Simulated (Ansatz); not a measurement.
## Ti2C: from a starting cell to a relaxed one

The start is a relaxed Ti2C cell, doubled along one cell vector, shaken by Gaussian noise of σ = 0.08 Å a coordinate. A full variable-cell relaxation at zero pressure is run with PBE (plane waves to 420 eV, PAW, scalar-relativistic; Ansatz, a program for electronic structure). First-step values are on the input's coarse k-mesh.

Ansatz input (later rounds restart from its end on a renewed k-mesh):
Ansatz 0.2 input:
```yaml
crystal:
  lattice:
    - [6.1102677789, -0.0000000001, 0]
    - [-1.5275669447, 2.6458235602, 0]
    - [0, 0, 10.165224345]
  atoms:
    - { symbol: C, position: [0.1886645992, 0.6420699618, 0.7409597389] }
    - { symbol: C, position: [0.7036990704, 0.7185629993, 0.7422815537] }
    - { symbol: C, position: [0.3117532057, 0.3035362375, 0.2440742822] }
    - { symbol: C, position: [0.8171296186, 0.3010165668, 0.2574891902] }
    - { symbol: Ti, position: [0.1714835294, 0.697104424, 0.1303954863] }
    - { symbol: Ti, position: [0.666898862, 0.6581994468, 0.1362917265] }
    - { symbol: Ti, position: [0.348972765, 0.4105450217, 0.6189512387] }
    - { symbol: Ti, position: [0.8219093481, 0.2851703836, 0.6224128165] }
    - { symbol: Ti, position: [0.3365399295, 0.3461131413, 0.8692110319] }
    - { symbol: Ti, position: [0.8087791743, 0.3037924094, 0.8745256114] }
    - { symbol: Ti, position: [0.1814305042, 0.7023594717, 0.3731921088] }
    - { symbol: Ti, position: [0.6471627607, 0.6845774111, 0.3640023653] }
basis: { ecutwfc: 420, ecutrho_ratio: 4, xc_grid: 2, fft_grid_basis: typed }
kpoints: { mp_grid: { grid: [5, 9, 3] } }
hamiltonian:
  xc: pbe
  dispersion: none
  pseudopotentials: { kind: paw }
scf: { occupations: { method: fermi_dirac, width: 0.05 } }
relax: { f_tol: 0.01, max_steps: 100, cell: { stress_tol: 0.02 } }
output: { forces: true, stress: true }
```

Task: How does the volume per atom move from start to end?

Result: -1.2 %, from 13.69 to 13.54 Å³/atom.

Task: Is the parent structure recovered?

Result: It does not go back: it reaches Cmcm (No. 63), 0.01 eV/atom below the parent.

Task: How do the shortest distances between atoms change?

Result: The closest pairs of elements (up to four, under 3.6 Å), start → end: C–Ti 1.92 → 2.15 Å; Ti–Ti 2.32 → 2.52 Å; C–C 2.89 → 2.99 Å.

Task: Is the relaxed structure metallic? Give its gap.

Result: Zero (metallic).

Task: What does it relax into? Give the structure.

Result: 
```cif
data_C4Ti8
_chemical_formula_sum 'C4 Ti8'
_space_group_name_H-M_alt 'Cmcm'
_space_group_IT_number 63
_space_group_name_Hall '-C 2c 2'
_cell_length_a 2.99459
_cell_length_b 5.32501
_cell_length_c 10.18591
_cell_angle_alpha 90.000
_cell_angle_beta 90.000
_cell_angle_gamma 90.000
loop_
_atom_site_label
_atom_site_type_symbol
_atom_site_symmetry_multiplicity
_atom_site_Wyckoff_symbol
_atom_site_fract_x
_atom_site_fract_y
_atom_site_fract_z
_atom_site_occupancy
C1 C 4 c 0.00000 0.25384 0.25000 1
Ti1 Ti 8 f 0.00000 0.58837 0.12637 1
```
(The calculation used a cell of 6 atoms; values per cell refer to that cell.)

Final values are on a 18×5×17 k-mesh of the relaxed cell. The start holds a very short contact (C–Ti 1.92 Å). No spin polarisation in the result.

The relaxed structure here is a generated cell of Ti2C: the first start was made by placing the elements on the sites of a structure type, and the end was not matched to a known phase here, so it may be hypothetical.
